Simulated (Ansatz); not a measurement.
Relaxed-ion elastic tensor of Nb3Sn (A15 (Cr3Si type), Pm-3n) in GPa (Voigt order), PBEsol in the plane-wave PAW code Ansatz; density 9.08 g/cm³, 18.17 Å³ per atom.

```
 272   129   129   0.0   0.0   0.0
 129   272   129   0.0   0.0   0.0
 129   129   272   0.0   0.0   0.0
 0.0   0.0   0.0  33.7   0.0   0.0
 0.0   0.0   0.0   0.0  33.7   0.0
 0.0   0.0   0.0   0.0   0.0  33.7
```

### Question
Is the crystal mechanically stable?

### Answer
Yes: the smallest eigenvalue of C is 33.7 GPa.

### Question
Work out the Voigt, Reuss and Hill averages.

### Answer
K_V = 177, K_R = 177, K_H = 177; G_V = 48.8, G_R = 42.7, G_H = 45.7 GPa.

### Question
Give Young's modulus, Poisson's ratio, Pugh's ratio and the universal anisotropy index.

### Answer
E = 9KG/(3K + G) = 126 GPa; ν = 0.38; K/G = 3.86 (ductile by the Pugh limit of 1.75); A_U = 5G_V/G_R + K_V/K_R − 6 = 0.71.

### Question
Estimate the sound speeds and the Debye temperature.

### Answer
v_l = √((K + 4G/3)/ρ) = 5120 m/s, v_t = √(G/ρ) = 2240 m/s, mean 2530 m/s; Θ = (h/k)(3n/4πV)^(1/3) v_m = 287 K.

### Question
Give the Zener ratio and Young's modulus along [100], [110] and [111].

### Answer
A = 2C44/(C11 − C12) = 0.47; 1/E = S11 − 2(S11 − S12 − S44/2)Γ with Γ = 0, 1/4, 1/3 gives 189, 108, 95.0 GPa.

The PBEsol relaxation kept the symmetry of its start; of distortions, only those at the zone centre were tested. The run is not spin-polarised. As this level gives no gap, shear constants depend on the k-mesh and smearing (Fermi–Dirac, 0.1 eV here). Scalar-relativistic: spin–orbit coupling is off unless named, which matters more the heavier the elements.

Potentials: the earlier of the program's two PAW sets.
